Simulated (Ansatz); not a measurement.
# ScPt3: computed property card

ScPt₃:
```yaml
crystal:
  lattice:
    - [-1.97171, 1.97171, 4.03089]
    - [1.97171, -1.97171, 4.03089]
    - [1.97171, 1.97171, -4.03089]
  atoms:
    - { symbol: Pt, position: [0.50000, 0.50000, 0.00000] }
    - { symbol: Pt, position: [0.75000, 0.25000, 0.50000] }
    - { symbol: Pt, position: [0.25000, 0.75000, 0.50000] }
    - { symbol: Sc, position: [0.00000, 0.00000, 0.00000] }
```

Space group I4/mmm (No. 139); conventional cell a = 3.943 Å, b = 3.943 Å, c = 8.062 Å, α = 90.00°, β = 90.00°, γ = 90.00°.

Method: PBEsol (plane waves, PAW; program Ansatz). The cell and atoms are relaxed at this level. Other levels are named where they apply.

Cell and energy:

- Volume per atom: 15.67 Å³
- Density: 16.70 g/cm³
- Formation energy from the elements (no fitted shifts): -906 meV/atom

Electronic structure:

* **Electronic character**: metallic (no gap)
* **Density of states at the Fermi level**: 1.3 states/eV per atom (mean over ±0.08 eV)
* **Gap with spin–orbit coupling**: none (metallic)

Mechanics:

- Bulk modulus (Birch–Murnaghan fit) = 215 GPa
- Pressure derivative B′ = 5.0

The cell is a constructed one: a structure type filled with these elements; neither database checked (COD, Materials Project) lists it. COD files the formula under space group No. 221. Its standing as an ambient phase is unchecked. The PBEsol relaxation kept the symmetry of its start; its stability against distortions is not shown here. No spin polarisation was allowed. Axis ratios of metals converge slowly with the k-mesh, so a and c are less sure than the volume. The references are the lowest solids computed at this level, not always the standard phases. Spin–orbit coupling is left out wherever it is not named.

Potentials: the earlier of the program's two PAW sets. The files were generated under PBE; for other functionals the program regenerates the frozen cores, and for LDA and PBEsol the local potential too.
